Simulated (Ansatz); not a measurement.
113In NMR of the central transition in Sr3InN3

Cell: a Materials Project structure (computed, not necessarily an observed phase).

Space group P6_3/m (No. 176); a = 7.8489, c = 5.4810 Å, γ = 120.00°.

```csv
site,Wyckoff,site symmetry,x,y,z
Sr,6h,m..,0.9305,0.6513,0.2500
In,2c,-6..,0.6667,0.3333,0.7500
N,6h,m..,0.9231,0.6197,0.7500
```

One atom of each set is listed.

Method: Kohn–Sham DFT in Ansatz, r2SCAN, plane waves and PAW, scalar-relativistic, 500 eV cutoff, Γ-centred 4×4×5 k-points, Fermi–Dirac smearing 0.02 eV.

113In has I = 9/2 and Q = 761.0 mb (Pyykkö 2018); at 16.4 T its Larmor frequency is ν₀ = 153.6 MHz (from the bare nuclear moment; shielding lowers the observed one by a per cent or two). Only the quadrupole interaction is simulated: positions count from each site's isotropic chemical shift, and shift anisotropy, dipolar and J coupling are left out.

Question: Simulate the second-order pattern (static powder, Gaussian broadening 500 kHz) of site In (3 N at 2.14 Å).

Answer: The calculation gives C_Q = 542 MHz and η = 0.00, so ν_Q = 22.6 MHz and the centre of gravity lies at -17287 ppm (-2655 kHz).

```csv
offset (kHz),height
-9755.6,0
-9354.6,5
-8953.6,67
-8552.6,100
-8151.6,65
-7750.6,51
-7349.6,43
-6948.6,39
-6547.5,36
-6146.5,33
-5745.5,31
-5344.5,30
-4943.5,29
-4542.5,28
-4141.5,27
-3740.5,27
-3339.5,26
-2938.5,25
-2537.5,25
-2136.5,25
-1735.4,25
-1334.4,25
-933.4,25
-532.4,25
-131.4,24
269.6,20
670.6,20
1071.6,20
1472.6,21
1873.6,22
2274.6,24
2675.6,25
3076.7,28
3477.7,31
3878.7,36
4279.7,46
4680.7,71
5081.7,48
5482.7,4
5883.7,0
```

An axis of threefold or higher order runs through In, so V_zz lies along it and η is zero.

Without spin–orbit coupling (the program notes it for In) the gradients can shift somewhat, as the gap is small.

Hardware: 1 thread of Intel Xeon Platinum 8488C (Sapphire Rapids) (x86_64; 2 cores open to the job, memory cap 2.5 GiB, no GPU), a shared host with a load of 0.6 a core. Wall time 55 s, CPU time 55 s, peak memory 1.3 GiB.
